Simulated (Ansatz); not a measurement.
**How much do the gradients of Cs2HgSe2 depend on the method?**

Cell: a refined structure from the COD, its atoms then relaxed with PBE in this cell.

Space group Pbam (No. 55); a = 8.1849, b = 10.3302, c = 4.7112 Å.

```csv
site,Wyckoff,site symmetry,x,y,z
Cs,4h,..m,0.3901,0.8330,0.5000
Hg,2a,..2/m,0.5000,0.5000,0.0000
Se,4g,..m,0.2264,0.5956,0.0000
```

One atom of each set is listed.

First run. All values are calculated (Ansatz; DFT, PBE, plane waves and PAW, scalar-relativistic, 420 eV cutoff, Γ-centred 4×3×6 k-points, Fermi–Dirac smearing 0.02 eV), not measured.

```tsv
site	V_zz (10²¹ V/m²)	η
Cs	7.24	0.30
Hg	-63.6	0.02
Se	36.6	0.02
```

Second run. The same atoms and settings, except that the functional is r2SCAN and the cutoff is 500 eV.

(1) What does the second run give?

## Answers

(1) 

```tsv
site	V_zz	η	change of V_zz
Cs	7.79	0.28	+0.55
Hg	-71.1	0.02	-7.53
Se	37.3	0.01	+0.71
```

The largest change of V_zz is on Hg, from -63.6 to -71.1. In per cent, |V_zz| changes by +8 on Cs, +12 on Hg, +2 on Se (all sites that start above 0.5).

Spin–orbit coupling is left out, which shifts gradients on Hg by a few per cent, and by more where contributions nearly cancel.
